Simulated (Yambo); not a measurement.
A G0W0@PBEsol run in Yambo for CsCaF3 (cubic perovskite, space group Pm-3m, No. 221) (2×2×2 Γ-centred k mesh, 272 bands and a 7 Ry block in the screening, 272 bands in G with the Bruneval-Gonze terminator, plasmon pole fitted at 27.2 eV) gives these matrix elements, in eV, at the band edges (Γ → Γ):

```tsv
state	E0	<Vxc>	<Σx>	<Σc(E0)>	Z
valence edge	0.000	-21.688	-29.096	4.723	0.809
conduction edge	6.970	-8.999	-4.488	-3.256	0.885
```

Q: Solve the linearised quasiparticle equation for both states, give the gap, and say how exchange and correlation each act on it.

A: E = E0 + Z(Σx + Σc − Vxc). Valence: 0.000 + 0.809 × (-29.096 + (4.723) − (-21.688)) = -2.17 eV. Conduction: 6.970 + 0.885 × (-4.488 + (-3.256) − (-8.999)) = 8.08 eV. The gap is 10.25 eV, against 6.97 eV in PBEsol. Replacing Vxc by bare exchange alone would open it by 11.92 eV; correlation takes back 7.98 eV of that, and Z scales what is left. Nearest settings tried, and what they do to the gap: 176 bands in G: +12 meV; 132 bands in W: +183 meV; 3 Ry block (81 vectors against 203): +128 meV. Not varied: mesh. So the settings aren't converged at that level. The k mesh is coarse. The cell is held in this high symmetry; tilts and polar distortions were not searched.

Geometry of the Materials Project entry, not relaxed at this level; primitive cell a = b = c = 4.521 Å, α = β = γ = 90.00°.

The structure is a Materials Project entry; no match was found in the copy of COD used, and its stability was not checked.
